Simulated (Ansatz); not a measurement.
Be2C:
Space group Fm-3m (No. 225); a = b = c = 4.2683 Å, α = β = γ = 90.00°

```tsv
atom	site	symmetry	x	y	z
Be	8c	-43m	0.2500	0.2500	0.2500
C	4a	m-3m	0.0000	0.0000	0.0000
```
(The calculation used a cell of 3 atoms; values per cell refer to that cell.)

Relaxed with LDA.

Problem. Give the optical modes at the zone centre with their infrared and Raman activity from DFPT, DFT-LDA in the program Ansatz with PAW potentials.

Solution. Transverse frequencies, without the LO–TO term; a row sums one degenerate level.

```csv
ω (cm⁻¹),degeneracy,IR ((D/Å)²/amu),Raman (Å⁴/amu),activity,symmetry
674,3,88.78,0,IR,T1u
722,3,0.00,1.8,Raman,T2g
```

Problem. How high does the top mode go among those that the LO–TO term moves?

Solution. 964 cm⁻¹ for q along x.

The LDA relaxation kept the symmetry of its start; phonons on a q-mesh show no instability.

Potentials: the later of the program's two PAW sets.
